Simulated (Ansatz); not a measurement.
Consider the following.

PbO:
```cif
data_O2Pb2
_chemical_formula_sum 'Pb2 O2'
_space_group_name_H-M_alt 'P4/nmm :1'
_space_group_IT_number 129
_space_group_name_Hall 'P 4ab 2ab -1ab'
_cell_length_a 3.94368
_cell_length_b 3.94368
_cell_length_c 4.89294
_cell_angle_alpha 90.000
_cell_angle_beta 90.000
_cell_angle_gamma 90.000
loop_
_space_group_symop_operation_xyz
  'x, y, z'
  '-y+1/2, x+1/2, z'
  '-x, -y, z'
  'y+1/2, -x+1/2, z'
  'x+1/2, -y+1/2, -z'
  '-y, -x, -z'
  '-x+1/2, y+1/2, -z'
  'y, x, -z'
  '-x+1/2, -y+1/2, -z'
  'y, -x, -z'
  'x+1/2, y+1/2, -z'
  '-y, x, -z'
  '-x, y, z'
  'y+1/2, x+1/2, z'
  'x, -y, z'
  '-y+1/2, -x+1/2, z'
loop_
_atom_site_label
_atom_site_type_symbol
_atom_site_symmetry_multiplicity
_atom_site_Wyckoff_symbol
_atom_site_fract_x
_atom_site_fract_y
_atom_site_fract_z
_atom_site_occupancy
Pb1 Pb 2 c 0.50000 0.00000 0.24079 1
O1 O 2 a 0.00000 0.00000 0.00000 1
```

This is the LDA-relaxed structure.

All from the program Ansatz at the LDA level (PAW), unless another level is named. Estimate the formation energy from the elements (no fitted shifts).

-1.14 eV/atom.

Predict the hole effective mass.

1.5, 1.8, 13 mₑ (principal values).

Predict the smallest direct gap on the standard path.

2.19 eV.

And the band gap?

1.05 eV (indirect).

What about the conduction-band minimum?

at M.

Give the weight of the valence-edge state by species (Voronoi cells).

O 63 %, Pb 37 %.

The cell was relaxed with LDA under the symmetry of its start; phonons on a q-mesh show no instability. A crystal of weakly bound layers computed without a dispersion correction: the cell and the soft elastic constants depend strongly on that. The references are the lowest solids computed at this level, not always the standard phases (solids in place of the gases). Spin–orbit coupling is left out wherever it is not named.

Potentials: the later of the program's two PAW sets.
